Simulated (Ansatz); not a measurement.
Squeezing Tl (hcp type)

```
CELL_PARAMETERS angstrom
3.58987 0.00000 0.00000
-1.79494 3.10892 0.00000
0.00000 0.00000 5.64127
ATOMIC_POSITIONS crystal
Tl 0.33333 0.66667 0.25000
Tl 0.66667 0.33333 0.75000
```

The base cell comes from a relaxation on PAW files under the same functional.

Its volume is scaled, and at each volume shape and atoms are relaxed on PAW files; all methods then take that cell.

Level of theory: DFT with PBE, scalar-relativistic, in Ansatz 0.2.0; a Γ-centred 14×14×8 k mesh, Fermi–Dirac smearing of 0.1 eV, no spin polarisation. LAPW: all electrons, basis error target 1 meV/atom; PAW: frozen-core files, cutoff 420 eV; crystal datasets: all electrons, by PAW datasets that the program makes for each cell; norm-conserving: pseudopotentials, cutoff 820 eV; PAW (partial waves polarizable): frozen-core files, cutoff 420 eV.

Energies are extrapolated to zero smearing and count from the unscaled cell; pressure is positive in compression; gaps take the mesh and a band path. No temperature or zero-point motion is included.

Spin–orbit coupling is left out, which matters for the heavy atoms. The structure type is held throughout; the real material can change phase at far lower pressure.

```json
{"V/V0": "1.00", "V (Å³/atom)": "31.48", "P LAPW (GPa)": "0.01", "ΔE LAPW (eV/atom)": "0.000", "P PAW − LAPW (GPa)": "-0.01", "ΔE PAW − LAPW (meV/atom)": "0.0", "space group": "P6_3/mmc", "shortest distance (Å)": "3.500"}
{"V/V0": "0.90", "V (Å³/atom)": "28.33", "P LAPW (GPa)": "3.62", "ΔE LAPW (eV/atom)": "0.031", "P PAW − LAPW (GPa)": "-0.01", "ΔE PAW − LAPW (meV/atom)": "-0.1", "space group": "P6_3/mmc", "shortest distance (Å)": "3.407"}
{"V/V0": "0.80", "V (Å³/atom)": "25.18", "P LAPW (GPa)": "10.62", "ΔE LAPW (eV/atom)": "0.162", "P PAW − LAPW (GPa)": "-0.01", "ΔE PAW − LAPW (meV/atom)": "-0.3", "space group": "P6_3/mmc", "shortest distance (Å)": "?"}
{"V/V0": "0.70", "V (Å³/atom)": "22.04", "P LAPW (GPa)": "24.6", "ΔE LAPW (eV/atom)": "0.491", "P PAW − LAPW (GPa)": "-0.01", "ΔE PAW − LAPW (meV/atom)": "-0.5", "space group": "P6_3/mmc", "shortest distance (Å)": "?"}
{"V/V0": "0.60", "V (Å³/atom)": "18.89", "P LAPW (GPa)": "54.0", "ΔE LAPW (eV/atom)": "1.226", "P PAW − LAPW (GPa)": "0.00", "ΔE PAW − LAPW (meV/atom)": "-0.6", "space group": "P6_3/mmc", "shortest distance (Å)": "2.979"}
{"V/V0": "0.50", "V (Å³/atom)": "15.74", "P LAPW (GPa)": "121.1", "ΔE LAPW (eV/atom)": "2.851", "P PAW − LAPW (GPa)": "0.10", "ΔE PAW − LAPW (meV/atom)": "0.2", "space group": "P6_3/mmc", "shortest distance (Å)": "2.808"}
{"V/V0": "0.40", "V (Å³/atom)": "12.59", "P LAPW (GPa)": "294.0", "ΔE LAPW (eV/atom)": "6.647", "P PAW − LAPW (GPa)": "0.66", "ΔE PAW − LAPW (meV/atom)": "6.3", "space group": "P6_3/mmc", "shortest distance (Å)": "2.608"}
```

Problem. Give the missing entry: row "0.80", column "shortest distance (Å)".

Solution. 3.290.

Problem. Give the missing entry: row "0.70", column "shortest distance (Å)".

Solution. 3.141.

Problem. Fit the Vinet equation to the LAPW pressures over the whole range, with residuals weighted by 1/(|P| + 0.03·Pmax).

Solution. V0 = 31.64 Å³/atom, B0 = 22.2 GPa and B0′ = 6.52, and the fit misses no point by more than 4.1 GPa. A fit over so wide a range pins B0 less well than one near rest.

Problem. At the smallest volume, how far do crystal datasets and norm-conserving and PAW (partial waves polarizable) lie from LAPW in pressure?

Solution. crystal datasets: 0.00 GPa; norm-conserving: +1.85 GPa; PAW (partial waves polarizable): +0.66 GPa, on a LAPW pressure of 294.0 GPa.

Problem. How do the Löwdin populations by LAPW change from the unscaled cell to the last row?

Solution. Tl 5s 1.99 → 1.95, Tl 6s 1.58 → 1.21, Tl 5p 5.99 → 5.96, Tl 6p 1.46 → 1.98, Tl 5d 9.98 → 9.88 electrons an atom. These are projections on the shells that the free atoms fill; 0.02 e a cell lies outside them at the start and 0.06 e at the end.
